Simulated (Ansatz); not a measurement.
Crystals of one structure type (CsCl type) and one family of elements, relaxed and computed with plane-wave PAW PBE (Ansatz code).

```json
[
 {"crystal": "BN", "V (Å³/atom)": "6.24", "B₀ by P(V) fit (GPa)": "241"},
 {"crystal": "GaN", "V (Å³/atom)": "10.31", "B₀ by P(V) fit (GPa)": "148"},
 {"crystal": "BAs", "V (Å³/atom)": "12.70", "B₀ by P(V) fit (GPa)": "103"},
 {"crystal": "BiB", "V (Å³/atom)": "18.86", "B₀ by P(V) fit (GPa)": "?"},
 {"crystal": "GaAs", "V (Å³/atom)": "19.20", "B₀ by P(V) fit (GPa)": "62.7"},
 {"crystal": "InP", "V (Å³/atom)": "20.50", "B₀ by P(V) fit (GPa)": "63.9"},
 {"crystal": "InAs", "V (Å³/atom)": "22.82", "B₀ by P(V) fit (GPa)": "56.7"}
]
```

Question: Fit a straight line to ln B₀ against ln V and predict the withheld value.

Answer: Least squares on the 6 shown rows: ln B₀ = -1.15 × ln V + (7.605), with a scatter of 5 %. For BiB this gives 68.5. The run itself gave 71.6, within the scatter.

Constructed cells (a structure type filled with these elements, in neither database checked): BN, CsCl type; GaN, CsCl type; BAs, CsCl type; BiB, CsCl type; GaAs, CsCl type; InP, CsCl type; InAs, CsCl type. Not the usual ambient phase: BN, CsCl type; GaN, CsCl type; BAs, CsCl type; GaAs, CsCl type; InP, CsCl type; InAs, CsCl type. All cells were relaxed under the symmetry of their starts (and spin orders); stability against distortions was not tested throughout. Spin–orbit coupling is left out wherever it is not named.

Potentials: the later of the program's two PAW sets.
